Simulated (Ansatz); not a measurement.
TaRu:
Space group P4/mmm (No. 123); a = b = 3.021 Å, c = 3.392 Å, α = β = γ = 90.00°

```json
[
 {"atom": "Ru", "site": "1a", "symmetry": "4/mmm", "x": "0.0000", "y": "0.0000", "z": "0.0000"},
 {"atom": "Ta", "site": "1d", "symmetry": "4/mmm", "x": "0.5000", "y": "0.5000", "z": "0.5000"}
]
```

Relaxed at zero pressure with PBEsol in the plane-wave PAW code Ansatz.

Task: The volume is lowered by 9 % and shape and atoms relax at that volume. What pressure results, and how do the axes share the change?

Result: 31.4 GPa; a -3.0 %, b -3.0 %, c -3.3 %; the energy rises by 126 meV/atom.

Task: Give the new structure.

Result: 
Space group P4/mmm (No. 123); a = b = 2.931 Å, c = 3.281 Å, α = β = γ = 90.00°

```csv
atom,site,symmetry,x,y,z
Ru,1a,4/mmm,0.0000,0.0000,0.0000
Ta,1d,4/mmm,0.5000,0.5000,0.5000
```

The phase is kept; no other phase was compared at this pressure.

The workflow started from an entry of the Crystallography Open Database (COD), which files this formula under 2 space groups. Whether it is the stable phase at ambient conditions was not checked. Symmetry was held in the PBEsol relaxation; of distortions, only those at the zone centre were tested. The run is not spin-polarised. Axis ratios of metals converge slowly with the k-mesh, so a and c are less sure than the volume. Scalar-relativistic: spin–orbit coupling is off unless named, which matters more the heavier the elements.

Potentials: the later of the program's two PAW sets.
